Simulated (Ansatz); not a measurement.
**GeCN2 and the effect of the functional**

It takes space group R-3m (No. 166, trigonal). Conventional cell: a = 3.588 Å, b = 3.588 Å, c = 14.766 Å, α = 90.00°, β = 90.00°, γ = 120.00°. Around Ge (site symmetry -3m) lie 6 N at 2.40 Å. N (site symmetry 3m) is surrounded by 1 C at 1.24 Å. C (site symmetry -3m) is surrounded by 2 N at 1.24 Å.

The cell comes from a database or a generator and needn't be the stable form of this composition.

Kept alike: task equation of state; k mesh 9 × 9 × 9; occupations fermi-dirac, width 0.05 eV; no spin polarisation. Program: Ansatz, Ansatz PAW. Cutoffs run from 420 to 500 eV. The mesh is that of the run's cell of 4 atoms. No spin-orbit coupling.

| run | volume (Å³/atom) | bulk modulus (GPa) |
| --- | --- | --- |
| A | 13.379 | 137.7 |
| B | 13.387 | 139.8 |
| C | 13.044 | 145.8 |

Volume and modulus come from cells scaled at fixed shape and fractions; off cubic symmetry such a modulus can lie above the relaxed one. All rows use potentials made for PBE.

Task: The runs differ in the functional (and the cutoff that goes with it) alone: LDA; PBEsol; r2SCAN. Which run is which?

Result: Run A is PBEsol; run B is r2SCAN; run C is LDA. The volume runs from 13.044 (LDA) to 13.387 Å³/atom (r2SCAN). The bulk modulus runs from 137.7 (PBEsol) to 145.8 GPa (LDA).
